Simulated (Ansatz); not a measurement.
# LiBeF3: rattling a relaxed structure

The structure comes from a generated guess, relaxed at this level; another structure or a mixture of phases may lie lower.

Level of theory: DFT PBE, scalar-relativistic, plane waves, PAW in Ansatz. Cutoff 420 eV; k points 8×8×6 on the computed 10-atom cell (Γ-centred); Gaussian smearing, width 0.02 eV; no spin polarisation.

The cell below (10 atoms, space group Cm (No. 8)) is relaxed within its symmetry.

```cif
data_structure
_symmetry_space_group_name_H-M 'P 1'
_symmetry_Int_Tables_number 1
_cell_length_a 8.4834
_cell_length_b 8.4834
_cell_length_c 4.6985
_cell_angle_alpha 93.722
_cell_angle_beta 93.722
_cell_angle_gamma 19.119
_cell_volume 110.51
loop_
_atom_site_label
_atom_site_type_symbol
_atom_site_fract_x
_atom_site_fract_y
_atom_site_fract_z
_atom_site_occupancy
Li1 Li 0.65204 0.65204 0.40902 1
Li2 Li 0.35356 0.35356 0.47203 1
Be1 Be 0.00426 0.00426 0.60135 1
Be2 Be 0.23873 0.23873 0.94607 1
F1 F 0.07954 0.07954 0.42093 1
F2 F 0.92185 0.92185 0.42763 1
F3 F 0.69285 0.69285 0.83925 1
F4 F 0.31946 0.31946 0.83583 1
F5 F 0.50877 0.50877 0.77111 1
F6 F 0.23567 0.23567 0.27677 1
```

For the test it was strained at random (σ = 1.5 % a component), the atoms were moved at random (σ = 0.05 Å), and all was relaxed again on a coarse 6×4×6 mesh (in the run’s order of axes) with 0.10 eV smearing, with no symmetry imposed.

**Question.** Does it come back?

**Answer.** It returns, within 1 meV/atom of the unmoved cell on that mesh and with the same symmetry when read at 0.1 Å (P1 at 0.01 Å, so small strains and shifts remain). So it is stable against the distortions that fit this cell and that this random move excites. Modes that don't fit the cell aren't tested.
